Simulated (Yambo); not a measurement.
Material: CsMo2AlO8 (space group P-3m1, No. 164); a = 5.650 Å, b = 5.650 Å, c = 8.265 Å, α = 90.00°, β = 90.00°, γ = 120.00° (12 atoms in the cell). The geometry is that of Materials Project entry mp-505784, symmetrised and not relaxed again.

With PBEsol (Quantum ESPRESSO, PseudoDojo norm-conserving, 84 Ry, no spin-orbit coupling), the gap between the mesh's edge points (Γ → Γ) is 3.670 eV.

What does a G0W0 run in Yambo give for it (3×3×1 Γ-centred k mesh, bands 3 to 251 and a 6 Ry block in the screening, 251 bands in G with the Bruneval-Gonze terminator, plasmon pole fitted at 27.2 eV)?

The correction is 2.676 eV, giving 6.346 eV, 1.7 times the PBEsol value.  Nearest settings tried, and what they do to the gap: 168 bands in G: +19 meV; 126 bands in W: +68 meV; 5 Ry block (311 vectors against 391): +9 meV. Not varied: mesh. So the settings aren't converged at that level. Spin-orbit splittings are left out.
